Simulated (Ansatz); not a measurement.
Profile along the Ru–Ru line in Ru (hcp, Mg type)

Ru (hcp, Mg type)

```xyz
2
Lattice="2.7220 0.0000 0.0000 -1.3610 2.3573 0.0000 0.0000 0.0000 4.2907" Properties=species:S:1:pos:R:3 pbc="T T T"
Ru     0.0000     1.5716     3.2181
Ru     1.3610     0.7858     1.0727
```

Fields along a shortest Ru–Ru line of a (-1 1 0 2) plane (2.72 Å), from Ru to Ru, interpolated on the slice's grid (step about 0.3 Å). Calculation: PBE (plane waves to 420 eV, PAW, scalar-relativistic; Ansatz, a quantum-chemistry and plane-wave program). k mesh 20×20×11. Inside the PAW spheres the values are not all-electron values, and peaks at nuclei hang on which shells count as valence. Ru is run without spin polarisation. Ru was relaxed with its symmetry unable to fall. The PAW data are Ansatz's earlier set.

```tsv
distance from Ru (Å)	valence electron density (e/Å³)	electron localisation function
0.00	12.32	x
0.14	11.76	x
0.27	10.24	x
0.41	8.08	x
0.54	5.53	0.60
0.68	3.19	0.53
0.82	1.67	0.43
0.95	0.88	0.32
1.09	0.53	0.26
1.22	0.40	0.28
1.36	0.38	0.30
1.50	0.40	0.28
1.63	0.53	0.26
1.77	0.88	0.32
1.90	1.67	0.43
2.04	3.19	0.53
2.18	5.53	0.60
2.31	8.08	x
2.45	10.24	x
2.58	11.76	x
2.72	12.32	x
```

x: too close to a nucleus for the ELF to mean much.

Density on the Ru–Ru line (2.72 Å) at its midpoint: 0.38 e/Å³. ELF at that point: 0.30.
